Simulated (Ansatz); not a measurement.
BaC2 in the CaC2-type structure

Computed with Ansatz (plane waves, PAW, 420 eV cutoff): PBEsol, scalar-relativistic, no spin polarisation, Γ-centred 10×10×10 mesh, 0.05 eV Gaussian smearing. The datasets are Ansatz's generated set soft_2.

```xyz
3
Lattice="-2.1567 2.1567 3.5849 2.1567 -2.1567 3.5849 2.1567 2.1567 -3.5849" Properties=species:S:1:pos:R:3 pbc="T T T"
Ba    0.0000    0.0000    0.0000
C     0.0000    0.0000    2.9541
C     0.0000    0.0000    4.2158
```

The structure was built from a prototype; whether the compound forms in it isn't claimed.

Cell and atoms are those of this level's equilibrium.

Path: Γ–X–P–N–Γ–M–S | S0–Γ | X–R | G–M, with Γ = (0.000, 0.000, 0.000), X = (0.000, 0.000, 0.500), P = (0.250, 0.250, 0.250), N = (0.000, 0.500, 0.000), M = (0.500, 0.500, -0.500), S = (0.340, 0.660, -0.340), S0 = (-0.340, 0.340, 0.340), R = (-0.181, 0.181, 0.500), G = (0.500, 0.500, -0.181) in reciprocal vectors of the calculation's cell.

Q: Is it a metal or an insulator, and if it has a gap, where are the band edges on this path?

A: An insulator with a gap of 1.37 eV on the path, the valence band topping at N and the conduction band bottoming at X; the smallest direct gap is 2.13 eV.

Levels between -5 and 3 eV from the Fermi level at the path's named points:
| point | below E_F (eV) | above E_F (eV) |
| --- | --- | --- |
| Γ | -3.24 -2.48 -1.58 -1.58 | 2.48 2.48 |
| X | -3.35 -1.86 -1.57 -1.46 | 0.68 |
| P | -3.91 -1.79 -1.79 -0.71 | 2.25 2.25 |
| N | -4.22 -2.77 -2.44 -0.69 |  |
| M | -3.59 -1.71 -1.71 -0.93 | 1.98 |
| S and S0 | -3.63 -2.56 -2.23 -1.10 |  |
| R and G | -3.52 -2.35 -1.89 -1.21 | 1.94 |

Kohn–Sham gaps of semilocal functionals lie under measured ones, often by a third or more. Scalar-relativistic only: spin–orbit splittings of the heavy atoms' levels are missing.
